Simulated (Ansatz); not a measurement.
**Profile along the Cu–O line in Cu2O (cuprite type, space group Pn-3m)**

Cu$_{2}$O (cuprite type, space group Pn-3m)

```
CELL_PARAMETERS angstrom
      4.29840     0.00000     0.00000
      0.00000     4.29840     0.00000
      0.00000     0.00000     4.29840
ATOMIC_POSITIONS crystal
  Cu 0.75000 0.75000 0.75000
  Cu 0.75000 0.25000 0.25000
  Cu 0.25000 0.75000 0.25000
  Cu 0.25000 0.25000 0.75000
  O  0.00000 0.00000 0.00000
  O  0.50000 0.50000 0.50000
```

Fields along a shortest Cu–O line of a {110} plane (1.86 Å), from Cu to O, interpolated on the slice's grid (step about 0.2 Å). The numbers are results of PBE (plane waves to 420 eV, PAW, scalar-relativistic; Ansatz, a first-principles code), not measurements. k mesh 8×8×8. These are valence fields of a PAW run, semicore shells included where kept as valence: close to a nucleus they are smooth pseudo fields. Cu2O is run without spin polarisation. Cu2O was relaxed with its symmetry unable to fall.

```json
[
 {"distance from Cu (Å)": "0.00", "valence electron density (e/Å³)": "69.86", "electron localisation function": "x", "density of the highest valence band (e/Å³)": "0.006", "density of the lowest conduction band (e/Å³)": "0.009"},
 {"distance from Cu (Å)": "0.09", "valence electron density (e/Å³)": "64.06", "electron localisation function": "x", "density of the highest valence band (e/Å³)": "0.008", "density of the lowest conduction band (e/Å³)": "0.006"},
 {"distance from Cu (Å)": "0.19", "valence electron density (e/Å³)": "49.68", "electron localisation function": "x", "density of the highest valence band (e/Å³)": "0.015", "density of the lowest conduction band (e/Å³)": "0.002"},
 {"distance from Cu (Å)": "0.28", "valence electron density (e/Å³)": "32.98", "electron localisation function": "x", "density of the highest valence band (e/Å³)": "0.026", "density of the lowest conduction band (e/Å³)": "0.009"},
 {"distance from Cu (Å)": "0.37", "valence electron density (e/Å³)": "19.17", "electron localisation function": "x", "density of the highest valence band (e/Å³)": "0.039", "density of the lowest conduction band (e/Å³)": "0.028"},
 {"distance from Cu (Å)": "0.47", "valence electron density (e/Å³)": "10.12", "electron localisation function": "0.39", "density of the highest valence band (e/Å³)": "0.045", "density of the lowest conduction band (e/Å³)": "0.052"},
 {"distance from Cu (Å)": "0.56", "valence electron density (e/Å³)": "5.10", "electron localisation function": "0.25", "density of the highest valence band (e/Å³)": "0.045", "density of the lowest conduction band (e/Å³)": "0.064"},
 {"distance from Cu (Å)": "0.65", "valence electron density (e/Å³)": "2.57", "electron localisation function": "0.16", "density of the highest valence band (e/Å³)": "0.037", "density of the lowest conduction band (e/Å³)": "0.064"},
 {"distance from Cu (Å)": "0.74", "valence electron density (e/Å³)": "1.40", "electron localisation function": "0.12", "density of the highest valence band (e/Å³)": "0.024", "density of the lowest conduction band (e/Å³)": "0.054"},
 {"distance from Cu (Å)": "0.84", "valence electron density (e/Å³)": "0.91", "electron localisation function": "0.12", "density of the highest valence band (e/Å³)": "0.011", "density of the lowest conduction band (e/Å³)": "0.034"},
 {"distance from Cu (Å)": "0.93", "valence electron density (e/Å³)": "0.79", "electron localisation function": "0.23", "density of the highest valence band (e/Å³)": "0.004", "density of the lowest conduction band (e/Å³)": "0.017"},
 {"distance from Cu (Å)": "1.02", "valence electron density (e/Å³)": "0.89", "electron localisation function": "0.46", "density of the highest valence band (e/Å³)": "0.004", "density of the lowest conduction band (e/Å³)": "0.009"},
 {"distance from Cu (Å)": "1.12", "valence electron density (e/Å³)": "1.18", "electron localisation function": "0.70", "density of the highest valence band (e/Å³)": "0.010", "density of the lowest conduction band (e/Å³)": "0.013"},
 {"distance from Cu (Å)": "1.21", "valence electron density (e/Å³)": "1.68", "electron localisation function": "0.83", "density of the highest valence band (e/Å³)": "0.022", "density of the lowest conduction band (e/Å³)": "0.031"},
 {"distance from Cu (Å)": "1.30", "valence electron density (e/Å³)": "2.48", "electron localisation function": "0.83", "density of the highest valence band (e/Å³)": "0.036", "density of the lowest conduction band (e/Å³)": "0.065"},
 {"distance from Cu (Å)": "1.40", "valence electron density (e/Å³)": "3.62", "electron localisation function": "0.80", "density of the highest valence band (e/Å³)": "0.049", "density of the lowest conduction band (e/Å³)": "0.110"},
 {"distance from Cu (Å)": "1.49", "valence electron density (e/Å³)": "4.92", "electron localisation function": "x", "density of the highest valence band (e/Å³)": "0.054", "density of the lowest conduction band (e/Å³)": "0.158"},
 {"distance from Cu (Å)": "1.58", "valence electron density (e/Å³)": "6.09", "electron localisation function": "x", "density of the highest valence band (e/Å³)": "0.047", "density of the lowest conduction band (e/Å³)": "0.202"},
 {"distance from Cu (Å)": "1.67", "valence electron density (e/Å³)": "6.96", "electron localisation function": "x", "density of the highest valence band (e/Å³)": "0.031", "density of the lowest conduction band (e/Å³)": "0.232"},
 {"distance from Cu (Å)": "1.77", "valence electron density (e/Å³)": "7.47", "electron localisation function": "x", "density of the highest valence band (e/Å³)": "0.013", "density of the lowest conduction band (e/Å³)": "0.247"},
 {"distance from Cu (Å)": "1.86", "valence electron density (e/Å³)": "7.58", "electron localisation function": "x", "density of the highest valence band (e/Å³)": "0.005", "density of the lowest conduction band (e/Å³)": "0.249"}
]
```

x: too close to a nucleus for the ELF to mean much. Band densities are of whole bands, smooth part only.

Density on the Cu–O line (1.86 Å) at its midpoint: 0.79 e/Å³. ELF at that point: 0.23. ELF maximum in the middle third of the Cu–O line: 0.83, 1.2 Å from Cu.
